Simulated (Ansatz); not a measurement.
**BaRh2B2: a fit and a missing row**

BaRh2B2, I4/mmm, a = 3.882 Å, c = 11.257 Å. The structure is a COD entry; whether it is the stable form wasn't checked. Ansatz: PBEsol, PAW, 420 eV, Γ-centred 12×12×12 mesh on 5 atoms, Gaussian smearing 0.10 eV; no spin polarisation. Shape and atoms are relaxed at each volume; pressure is positive in compression.

```tsv
V (Å³/atom)	P (GPa)
14.928	14.93
15.437	10.36
15.946	6.38
16.455	2.94
16.964	-0.02
17.473	-2.52
17.981	-4.65
18.660	?
```

Take V0 = 16.964 Å³/atom, count pressures from its P0 = -0.02 GPa, fit the third-order Birch–Murnaghan form to the other rows, and predict the missing pressure.

With the Eulerian strain f = ½[(V0/V)^(2/3) − 1] and y = (P − P0)/[3f(1 + 2f)^(5/2)], the form is the line y = B0 + 1.5 B0 (B0′ − 4) f. Rows (f, y): 0.04449, 90.5; 0.03245, 91.1; 0.02106, 91.4; 0.01026, 91.4; -0.00976, 89.7; -0.01904, 89.3. Means f = 0.01324, y = 90.567; Σ(Δf)² = 0.002987, ΣΔfΔy = 0.07302; the slope is their ratio. y = 90.24 + 24.45 f GPa, so B0 = 90.2 GPa and B0′ = 4 + 2 × (24.45)/(3 × 90.24) = 4.18. At V = 18.660, f = -0.03078, y = 89.49 and P = -7.07 GPa. The run gave -6.99 GPa, so the fit is 0.08 GPa too low, within twice the rms miss on the fitted rows (0.06 GPa). The form still works here, 22 % of the fitted range beyond its end.